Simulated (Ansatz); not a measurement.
Computed map of one atom of the cell: AlNi (CsCl type)

Starting cell, AlNi (CsCl type):

```
CELL_PARAMETERS angstrom
      2.86332     0.00000     0.00000
      0.00000     2.86332     0.00000
      0.00000     0.00000     2.86332
ATOMIC_POSITIONS crystal
  Al 0.00000 0.00000 0.00000
  Ni 0.50000 0.50000 0.50000
```

In this cell atom 1 (Al, nearest neighbour Ni at 2.480 Å; its periodic images, 2.9 Å or more away, move with it) is moved by u·(1.000, 0.000, 0.000) + v·(0.000, 0.000, 1.000); the rest is frozen.

These are r2SCAN (plane waves to 500 eV, PAW, scalar-relativistic; Ansatz, a quantum-chemistry and plane-wave program) values and carry that method's errors. k mesh 13×13×13 (Γ-centred), Fermi-Dirac smearing 0.05 eV. E stands for the smeared free energy. Points where atoms come too close for the PAW data are left out (x in tables, blank in figures). With partly filled bands, energies and forces of such displacements shift with the k mesh and the smearing. Fu and Fv are the components of the force on the atom. AlNi is run without spin polarisation. AlNi was relaxed with its symmetry unable to fall. The PAW data are Ansatz's earlier set. ΔE is measured from the undisplaced structure. Axes are in Å.

ΔE (eV/cell), with u across and v down:

| v \ u | -0.620 | -0.310 | 0.000 | 0.310 | 0.620 |
|---|---|---|---|---|---|
| -0.620 | x | 1.871 | 1.210 | 1.871 | x |
| -0.310 | 1.871 | 0.712 | 0.310 | 0.712 | 1.871 |
| 0.000 | 1.210 | 0.310 | 0.000 | 0.310 | 1.210 |
| 0.310 | 1.871 | 0.712 | 0.310 | 0.712 | 1.871 |
| 0.620 | x | 1.871 | 1.210 | 1.871 | x |

Fu (eV/Å), with u across and v down:

```csv
v \ u,-0.620,-0.310,0.000,0.310,0.620
-0.620,x,4.24,0.00,-4.24,x
-0.310,4.75,2.58,0.00,-2.58,-4.75
0.000,3.70,1.99,0.00,-1.99,-3.70
0.310,4.75,2.58,0.00,-2.58,-4.75
0.620,x,4.24,0.00,-4.24,x
```

Read from the data:

| Property | Value |
|---|---|
| Lowest place on the grid | u = 0.000 Å, v = 0.000 Å (0 meV/cell) |

The 25 points together took around 10 core-minutes (rough).

(For displaced atoms, the force is minus the slope of the energy, and its curvature is a force constant, which sets phonon frequencies.)
